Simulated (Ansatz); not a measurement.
Space group Fm-3m (No. 225). a = 4.309 Å, b = 4.309 Å, c = 4.309 Å, α = 90.00°, β = 90.00°, γ = 90.00°
| atom | site | symmetry | x | y | z |
| --- | --- | --- | --- | --- | --- |
| Fe | 4a | m-3m | 0.0000 | 0.0000 | 0.0000 |
| O | 4b | m-3m | 0.0000 | 0.0000 | 0.5000 |

Equation of state of this FeO structure (not necessarily the ground state), with shape and atoms relaxed at each volume where symmetry leaves them free. It has no gap at any of these volumes. Computed with Ansatz 0.2.0, DFT PBE, scalar-relativistic, plane waves, PAW.

Cutoff 420 eV; k points 18×18×18 on the computed 2-atom cell (Γ-centred); Gaussian smearing, width 0.10 eV; collinear spin.

```
V (Å³/atom) E − E(largest V) (meV/atom) P (GPa)
      9.399                         4.31    13.18
      9.699                       -13.42     6.05
      9.999                       -18.85     0.00
     10.299                       -13.83    -5.12
     10.599                         0.00    -9.43
```

Q: Fit a third-order Birch–Murnaghan equation to E(V).

A: V0 = 10.00 Å³/atom, B0 = 185 GPa, B0' = 4.5.

The cell holds one magnetic atom, so it can only be ferromagnetic; an antiferromagnetic order may lie lower.

Cost: 5 runs of about 9.4 core-minutes in all, on Intel Xeon Platinum 8175M (Skylake/Cascade Lake) (shared hosts).